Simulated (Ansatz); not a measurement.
Is this Si₃Ge structure a true minimum?

The structure comes from a proposed guess, relaxed at this level; another structure or a mixture of phases may lie lower.

The calculation used Ansatz 0.2.0, DFT PBE, scalar-relativistic, plane waves, PAW. Settings: cutoff 420 eV, Γ-centred mesh 6×6×6 on the computed 8-atom cell, Gaussian smearing of 0.02 eV; no spin polarisation.

The cell below (8 atoms, space group R-3m (No. 166)) is relaxed within its symmetry.

```cif
data_structure
_symmetry_space_group_name_H-M 'P 1'
_symmetry_Int_Tables_number 1
_cell_length_a 5.5332
_cell_length_b 5.5332
_cell_length_c 5.5332
_cell_angle_alpha 90.017
_cell_angle_beta 90.017
_cell_angle_gamma 90.017
_cell_volume 169.40
loop_
_atom_site_label
_atom_site_type_symbol
_atom_site_fract_x
_atom_site_fract_y
_atom_site_fract_z
_atom_site_occupancy
Si1 Si 0.62204 0.12800 0.62204 1
Si2 Si 0.37796 0.37796 0.87200 1
Si3 Si 0.87200 0.37796 0.37796 1
Si4 Si 0.37796 0.87200 0.37796 1
Si5 Si 0.12800 0.62204 0.62204 1
Si6 Si 0.62204 0.62204 0.12800 1
Ge1 Ge 0.87187 0.87187 0.87187 1
Ge2 Ge 0.12813 0.12813 0.12813 1
```

For the test it was strained at random (σ = 1.5 % a component), the atoms were moved at random (σ = 0.10 Å), and all was relaxed again on a coarse 3×3×3 mesh (in the run’s order of axes) with 0.10 eV smearing, with no symmetry imposed.

Question: Is the structure stable against such a distortion?

Answer: It returns, within 1 meV/atom of the unmoved cell on that mesh and with the same symmetry when read at 0.1 Å. So it is stable against the distortions that fit this cell and that this random move excites. Modes that don't fit the cell aren't tested.
